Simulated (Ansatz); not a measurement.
## Vibrational response of MnSe at 3 GPa

These are results of Ansatz 0.2.0, DFT LDA, scalar-relativistic, plane waves, PAW, not measurements. Settings: 420 eV plane-wave cutoff, Γ-centred 14×14×14 mesh, Gaussian smearing of 0.20 eV. Collinear spin, site moments 3.4, 0.0 μB. Phonons by linear response, acoustic sum rule imposed.

The cell, relaxed at 3 GPa:
```
Mn Se
1.0
     0.00000    2.73698    2.73698
     2.73698    0.00000    2.73698
     2.73698    2.73698    0.00000
Mn Se
1 1
Direct
  0.00000 0.00000 0.00000
  0.75000 0.75000 0.75000
```

In a metal, frequencies and elastic constants depend on the k mesh and the smearing, soft modes and shear constants most. A semilocal functional can close a gap that the real compound has.

**Question.** Is this structure stable against zone-centre distortions?

**Answer.** Yes, at Γ: no optical mode is imaginary. Strains and other wave vectors aren't tested by this run.

**Question.** List the optical modes at Γ (i marks imaginary ones).

**Answer.**
| frequency (THz) | degeneracy |
| --- | --- |
| 7.80 | 3 |

This zinc-blende form isn't the usual stable structure of the compound at low pressure.

Cost: 1 run of about 0.8 core-minutes, on AMD EPYC 9R45 (Zen 5) (shared hosts).